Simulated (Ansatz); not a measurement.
Profile along the Ga–Ga line in LaGa2 (space group P6/mmm)

LaGa2 (space group P6/mmm)

```
LaGa2
1.0
    4.29515     0.00000     0.00000
   -2.14758     3.71971     0.00000
    0.00000     0.00000     4.49178
La Ga
1 2
Cartesian
  0.00000   0.00000   0.00000
  0.00000   2.47981   2.24589
  2.14758   1.23990   2.24589
```

Fields along a shortest Ga–Ga line of a (0001) plane (2.48 Å), from Ga to Ga, interpolated on the slice's grid (step about 0.3 Å). All values below come from r2SCAN (plane waves to 500 eV, PAW, scalar-relativistic; Ansatz, an electronic-structure program). k mesh 13×13×10. These are valence fields of a PAW run, semicore shells included where kept as valence: close to a nucleus they are smooth pseudo fields. LaGa2 is run without spin polarisation. LaGa2 was relaxed with its symmetry unable to fall.

```csv
distance from Ga (Å),valence electron density (e/Å³),electron localisation function
0.00,48.05,x
0.12,44.06,x
0.25,26.43,x
0.37,11.86,x
0.50,4.40,x
0.62,1.73,0.16
0.74,0.89,0.24
0.87,0.59,0.30
0.99,0.45,0.40
1.12,0.39,0.50
1.24,0.38,0.52
1.36,0.39,0.46
1.49,0.45,0.39
1.61,0.58,0.31
1.74,0.91,0.25
1.86,1.81,0.17
1.98,4.38,x
2.11,11.57,x
2.23,26.54,x
2.36,44.18,x
2.48,52.32,x
```

x: too close to a nucleus for the ELF to mean much.

Density on the Ga–Ga line (2.48 Å) at its midpoint: 0.38 e/Å³. ELF at that point: 0.5. ELF maximum in the middle third of the Ga–Ga line: 0.52, 1.2 Å from Ga.
